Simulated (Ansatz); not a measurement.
NaCl3:
```yaml
crystal:
  lattice:
    - [5.46085, 0.00000, 0.00000]
    - [0.00000, 5.46085, 0.00000]
    - [0.00000, 0.00000, 5.46085]
  atoms:
    - { symbol: Na, position: [0.50000, 0.50000, 0.50000] }
    - { symbol: Na, position: [0.00000, 0.00000, 0.00000] }
    - { symbol: Cl, position: [0.50000, 0.00000, 0.75000] }
    - { symbol: Cl, position: [0.50000, 0.00000, 0.25000] }
    - { symbol: Cl, position: [0.75000, 0.50000, 0.00000] }
    - { symbol: Cl, position: [0.25000, 0.50000, 0.00000] }
    - { symbol: Cl, position: [0.00000, 0.75000, 0.50000] }
    - { symbol: Cl, position: [0.00000, 0.25000, 0.50000] }
```

Relaxed with r²SCAN. Special points in fractions of this cell's reciprocal vectors: Γ (0.000, 0.000, 0.000); X (0.000, 0.500, 0.000); M (0.500, 0.500, 0.000); R (0.500, 0.500, 0.500).

### Question
List the band energies nearest the Fermi level at these points for r²SCAN (plane waves, PAW; program Ansatz).

### Answer
In eV from the Fermi level; about four levels below and three above (degenerate sets whole), none deeper than 8.9 eV; … stands for higher levels left out; points with the same levels are listed once.

| k | below | above |
|---|---|---|
| Γ | -0.75 -0.75 -0.75 -0.26 -0.26 -0.26 | 1.84 1.84 1.84 |
| X | -0.59 -0.59 -0.07 -0.07 | 1.82 1.82 … |
| M | -0.50 -0.50 -0.06 -0.06 | 0.11 1.82 … |
| R | -0.56 -0.56 -0.56 -0.56 | … |

Space group Pm-3n (A15 (Cr3Si type)). The first step of the workflow began from a Materials Project structure, measured or hypothetical; the Crystallography Open Database copy checked does not list it. Whether it is the stable phase at ambient conditions was not checked. The r²SCAN relaxation kept the symmetry of its start. At this level the phase is dynamically unstable (imaginary phonons).

Potentials: the earlier of the program's two PAW sets.
